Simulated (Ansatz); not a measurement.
**Calculated electric field gradients for Si3N4**

The cell is an entry of the Crystallography Open Database (COD; perhaps a calculated or model structure) whose atoms were relaxed with PBE, the cell held.

Space group P6_3/m (No. 176); a = 7.6044, c = 2.9063 Å, γ = 120.00°.

```csv
site,Wyckoff,site symmetry,x,y,z
Si,6h,m..,0.7680,0.1741,0.2500
N7,6h,m..,0.0300,0.3299,0.2500
N13,2d,-6..,0.6667,0.3333,0.2500
```

One atom of each set is listed.

All values are calculated (Ansatz; DFT, PBE, plane waves and PAW (field gradients read without the response of the frozen cores, which leaves them typically 4 to 6 % off), scalar-relativistic, 420 eV cutoff, Γ-centred 4×4×10 k-points, Fermi–Dirac smearing 0.02 eV), not measured.

V_zz is the principal component of the electric field gradient with the largest magnitude, η = (V_xx − V_yy)/V_zz and C_Q = eQV_zz/h.

¹⁴N: I = 1, Q = 20.44 mb. Nuclear quadrupole moments: year-2017 set (Pyykkö).

```
site  atoms         first shell  V_zz (10²¹ V/m²)     η  C_Q (MHz)
  Si      6  4 N at 1.73–1.74 Å              0.90  0.26          –
  N7      6      3 Si at 1.74 Å             -5.14  0.07      -2.54
 N13      2      3 Si at 1.73 Å             -5.10  0.00      -2.52
```

An axis of threefold or higher order runs through N13, so V_zz lies along it and η is zero. At N7 V_zz stands upright on the plane through its three neighbours (within 3°).

Si has no stable isotope with a ground-state quadrupole moment in the table, so no C_Q is given.

At this cell the PBE pressure is 6 GPa, so with PBE the cell would grow if it were relaxed.

The relaxation (2 steps) took 11 s of wall time (11 s of CPU time) and 0.52 GiB at its peak, on 1 thread of Intel Xeon 6975P-C (Granite Rapids) (x86_64; 16 cores open to the job, memory cap 3.0 GiB, no GPU), a shared host with a load of 0.4 a core.
